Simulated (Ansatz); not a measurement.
Values for one crystal, relaxed and computed with PBEsol in the plane-wave PAW code Ansatz; other levels are named.

- Volume per atom = 9.62 Å³
- Electronic character = metallic (no gap)
- Formation energy from the elements (no fitted shifts) = -2.39 eV/atom
- Density of states at the Fermi level = 0.48 states/eV per atom (mean over ±0.08 eV)
- Bulk modulus (Birch–Murnaghan fit) = 244 GPa
- Pressure derivative B′ = 4.9

Q: Which of these materials gives this?
A) Bi2TeO2, I4/mmm (Bi on 4e, O on 4d, Te on 2a)
B) VO2, rutile
C) VN, P-43m (V on 4e, N on 4e)
D) NbNOF, Pmmm (Nb on 1a, N on 1e, O on 1b, F on 1c)

A: B, VO2, rutile

Space group P4_2/mnm (rutile). This is a known high-temperature phase of the composition, computed here at zero pressure and temperature. The PBEsol relaxation kept the symmetry of its start; whether a distortion lowers the energy is not shown. Spin order of the final state: ferromagnetic, chosen from 5 collinear starts compared on coarse meshes (ties went to the first, and starts can fall back to one state), not a proven ground state. No Hubbard U is applied. The compound may be a true metal, but semilocal functionals without U, or a wrong spin order, can also close a gap. The references are the lowest solids computed at this level, not always the standard phases (solids in place of the gases).

Potentials: the earlier of the program's two PAW sets. The files were generated under PBE; for other functionals the program regenerates the frozen cores, and for LDA and PBEsol the local potential too.
